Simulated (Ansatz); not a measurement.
TiNi (Cmcm), relaxed with PBEsol (Ansatz, an electronic-structure program, plane waves, PAW): a = 2.881 Å, b = 9.292 Å, c = 3.970 Å, α = 90.00°, β = 90.00°, γ = 90.00°.

| Item | Value |
|---|---|
| ΔH_f (eV/atom) | -0.41 |

The same phase is relaxed and computed with r²SCAN in the same code. What are the cell and these values now?

a = 2.903 Å, b = 9.371 Å, c = 3.975 Å, α = 90.00°, β = 90.00°, γ = 90.00°.

- ΔH_f (eV/atom): -0.40

Typed or built starts, not in the databases checked: TiNi, Cmcm (Ti on 4c, Ni on 4c). Began spin-polarised and lost the moments: TiNi, Cmcm (Ti on 4c, Ni on 4c) with PBEsol; TiNi, Cmcm (Ti on 4c, Ni on 4c) with r²SCAN. All cells were relaxed under the symmetry of their starts (and spin orders); stability against distortions was not tested throughout.

Potentials: the later of the program's two PAW sets.

Ansatz is a plane-wave DFT program.

Formation energies count from the lowest solids of the elements computed at the same level, not from gases.
